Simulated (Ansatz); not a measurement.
A relaxed structure of ZnO is spoiled in several ways and relaxed again each time (noise and exchanges are one random draw each; pressure is positive under compression). These are PBE (plane waves to 420 eV, PAW, scalar-relativistic; Ansatz, an electronic-structure program) values and carry that method's errors.

```cif
data_O6Zn6
_chemical_formula_sum 'Zn6 O6'
_space_group_name_H-M_alt 'P63mc'
_space_group_IT_number 186
_space_group_name_Hall 'P 6c -2c'
_cell_length_a 3.27003
_cell_length_b 3.27003
_cell_length_c 15.96494
_cell_angle_alpha 90.000
_cell_angle_beta 90.000
_cell_angle_gamma 120.000
loop_
_atom_site_label
_atom_site_type_symbol
_atom_site_symmetry_multiplicity
_atom_site_Wyckoff_symbol
_atom_site_fract_x
_atom_site_fract_y
_atom_site_fract_z
_atom_site_occupancy
Zn1 Zn 2 a 0.00000 0.00000 0.49989 1
Zn2 Zn 2 b 0.33333 0.66667 0.33342 1
Zn3 Zn 2 b 0.66667 0.33333 0.16663 1
O1 O 2 a 0.00000 0.00000 0.37469 1
O2 O 2 b 0.33333 0.66667 0.20793 1
O3 O 2 b 0.66667 0.33333 0.04113 1
```

```csv
change,first pressure (GPa),first V (Å³/atom),released (eV/atom),moves,outcome,final group,E − E(parent) (eV/atom)
with every coordinate shifted by Gaussian noise of σ = 0.1 Å,10.4,12.32,0.30,5,returns to the parent,P6₃mc,0.000
with every coordinate shifted by Gaussian noise of σ = 0.2 Å,18.0,12.32,0.54,6,returns to the parent,P6₃mc,0.000
"deformed by the Cartesian strain tensor (xx, yy, zz, yz, xz, xy) = (0.092, -0.130, -0.077, 0.075, -0.087, 0.087)",37.1,10.55,0.56,15,returns to the parent,P6₃mc,0.000
shaken by Gaussian noise of σ = 0.08 Å a coordinate,3.0,12.32,0.10,4,returns to the parent,P6₃mc,0.000
```

First-step values come from each run's starting, coarser k-mesh (7×7×2, 6×8×2). Each cell has its own k-point mesh; energy differences are given only to the digits this allows. No spin polarisation in the result.

The first start was generated by placing the elements on the sites of a structure type. A measured structure of ZnO has the same space group, P6₃mc (No. 186); the sites were not compared with it.
